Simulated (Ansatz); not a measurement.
The relaxed structure here is a generated cell of Ir: the first start was made by placing the elements on the sites of a structure type, and the end was not matched to a known phase here, so it may be hypothetical. Known forms of Ir include space group No. 225.

One starting cell of Ir (a generated trial cell of Ir in the omega structure type) was relaxed twice with Ansatz (plane waves, PAW, scalar-relativistic): with r2SCAN at 500 eV and with PBE at 420 eV. The r2SCAN result:

```
CELL_PARAMETERS angstrom
      4.35033     0.00000     0.00000
     -2.17516     3.76750     0.00000
      0.00000     0.00000     2.68247
ATOMIC_POSITIONS crystal
  Ir 0.00000 0.00000 0.00000
  Ir 0.33333 0.66667 0.50000
  Ir 0.66667 0.33333 0.50000
```

```json
[
 {"quantity": "space group", "r2SCAN": "P6/mmm", "PBE": "P6/mmm"},
 {"quantity": "volume (Å³/atom)", "r2SCAN": "14.66", "PBE": "?"},
 {"quantity": "a (Å)", "r2SCAN": "4.350", "PBE": "?"},
 {"quantity": "c (Å)", "r2SCAN": "2.682", "PBE": "?"},
 {"quantity": "gap (eV, no spin-orbit coupling)", "r2SCAN": "0.00", "PBE": "?"}
]
```

Problem. Fill in the PBE column.

Solution. 
- volume (Å³/atom), PBE: 14.95
- a (Å), PBE: 4.380
- c (Å), PBE: 2.701
- gap (eV, no spin-orbit coupling), PBE: 0.00

Both levels end in the same structure; PBE's volume is 2.0 % larger. Neither column is exact.

No spin polarisation in the result.

The run could not lose the symmetry of its start: the end is stationary, and may be a saddle point rather than a minimum.

All atoms sit on sites fixed by symmetry, so only the cell could relax.

Ansatz is a first-principles code.
